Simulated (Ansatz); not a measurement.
SiO2:
```xyz
6
Lattice="3.7743 0.0000 0.0000 0.0000 3.7743 0.0000 0.0000 0.0000 3.7743" Properties=species:S:1:pos:R:3 pbc="T T T"
Si     1.8871     1.8871     1.8871
Si     0.0000     0.0000     0.0000
O      0.9436     0.9436     0.9436
O      0.9436     2.8307     2.8307
O      2.8307     2.8307     0.9436
O      2.8307     0.9436     2.8307
```

Relaxed with r²SCAN. Special points in fractions of this cell's reciprocal vectors: Γ (0.000, 0.000, 0.000); X (0.000, 0.500, 0.000); M (0.500, 0.500, 0.000); R (0.500, 0.500, 0.500).

List the band energies nearest the valence-band maximum at these points for r²SCAN in the plane-wave PAW code Ansatz.

In eV from the valence-band maximum; about four levels below and three above (degenerate sets whole), none deeper than 8.9 eV; points with the same levels are listed once.

```tsv
k	below	above
Γ	-1.12 -1.12 -1.12 -0.58 -0.58 -0.58	5.75 6.33 6.33 6.33
X	-1.45 -1.45 -1.06 -1.06	8.43 8.43 9.29 9.29
M	-1.12 -1.12 -0.41 -0.41	10.64 10.64 11.13 11.13
R	-0.71 -0.71 0.00 0.00 0.00	7.86 10.80 10.80 10.80
```

Space group Pn-3m. The first step of the workflow began from a Materials Project structure, measured or hypothetical; the Crystallography Open Database copy checked does not list it. It is not the phase usual at ambient conditions (space group No. 92, 152, 154). The r²SCAN relaxation kept the symmetry of its start; phonons on a q-mesh show no instability.

Potentials: the earlier of the program's two PAW sets.
